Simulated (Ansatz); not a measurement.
# Ansatz 0.2.0, relaxation: NbPd₃

The input file (Ansatz 0.2.0, plane waves):

```yaml
crystal:
  lattice:
    - [-1.97402425, 1.97402425, 4.0103861]
    - [1.97402425, -1.97402425, 4.0103861]
    - [1.97402425, 1.97402425, -4.0103861]
  atoms:
    - { symbol: Nb, position: [0.0, 0.0, 0.0] }
    - { symbol: Pd, position: [0.75, 0.25, 0.5] }
    - { symbol: Pd, position: [0.25, 0.75, 0.5] }
    - { symbol: Pd, position: [0.5, 0.5, 0.0] }
  symmetry: { tolerance: 0.0003 }
kpoints:
  mp_grid: { grid: [8, 8, 8], shift: [0, 0, 0] }
magnetization:
  spin_polarized: false
scf:
  occupations: { method: gaussian, width: 0.108 }
  lower_state_search: "off"
hamiltonian:
  pseudopotentials: { kind: paw }
  xc: r2scan
basis:
  ecutwfc: 500
  fft_grid_basis: typed
relax:
  max_steps: 40
  cell: { p_target: 0.0 }
output:
  forces: true
  stress: true
  eigenvalues: true
  bader: true
  populations: true
  elf: true
  write_potential: true
  volumetric_format: npy
  dos:
    e_range: [-12, 8]
    de: 0.05
    projected: { site_lists: { Nb: [Nb], Pd: [Pd] } }
  write_density: true
checkpoint:
  read: saved_state
```

Run with:

```bash
ansatz run input.yaml --threads 2 --pin off --max-ram 3584MiB --backend cpu --events-out ev --progress --plain --runs-dir out
```

Origin of the cell: a database entry, scaled a little.

The saved state is a converged single point of the same cell.

Steps («new basis» is an SCF on plane waves selected anew at the same cell):

```csv
step,ΔF (meV/atom),max force component (eV/Å),P (GPa),volume (Å³),SCF iterations,step was
1,0.0,0.000,-4.80,62.51,6,accepted
2,7.5,0.000,8.95,58.82,8,rejected
3,-6.7,0.000,-0.34,61.16,11,accepted
4,-6.8,0.000,0.06,61.05,6,accepted
5,-6.8,0.000,0.00,61.06,5,accepted
6,-6.3,0.000,-0.02,61.06,7,new basis
```

Step 1, with forces in eV/Å:

```xyz
4
Lattice="-1.974 1.974 4.010 1.974 -1.974 4.010 1.974 1.974 -4.010" Properties=species:S:1:pos:R:3:forces:R:3 pbc="T T T" step=1
Nb    0.000    0.000    0.000    0.000    0.000    0.000
Pd    0.000    1.974    2.005    0.000    0.000    0.000
Pd    1.974    0.000    2.005    0.000    0.000    0.000
Pd    0.000    0.000    4.010    0.000    0.000    0.000
```

Step 3, with forces in eV/Å:

```xyz
4
Lattice="-1.954 1.954 4.006 1.954 -1.954 4.006 1.954 1.954 -4.006" Properties=species:S:1:pos:R:3:forces:R:3 pbc="T T T" step=3
Nb    0.000    0.000    0.000    0.000    0.000    0.000
Pd    0.000    1.954    2.003    0.000    0.000    0.000
Pd    1.954    0.000    2.003    0.000    0.000    0.000
Pd    0.000    0.000    4.006    0.000    0.000    0.000
```

Step 6, with forces in eV/Å:

```xyz
4
Lattice="-1.950 1.950 4.013 1.950 -1.950 4.013 1.950 1.950 -4.013" Properties=species:S:1:pos:R:3:forces:R:3 pbc="T T T" step=6
Nb    0.000    0.000    0.000    0.000    0.000    0.000
Pd    0.000    1.950    2.006    0.000    0.000    0.000
Pd    1.950    0.000    2.006    0.000    0.000    0.000
Pd    0.000    0.000    4.013    0.000    0.000    0.000
```

```
Free energy lowered by                                                                 : 6.3 meV/atom
Volume change                                                                          : -2.31 %
Final pressure                                                                         : -0.02 GPa
Relaxation steps listed                                                                : 6
Formation energy (elements under the same functional, gases as molecules, uncorrected) : -0.440 eV/atom
```

Caveats: no moments, though an odd count or open d shells may carry them; the relaxation held the start's symmetry, so the end may be a saddle point.

The run took 79 s on 2 threads of Arm Neoverse V1 (shared host), peak memory 0.66 GiB, from a saved density.
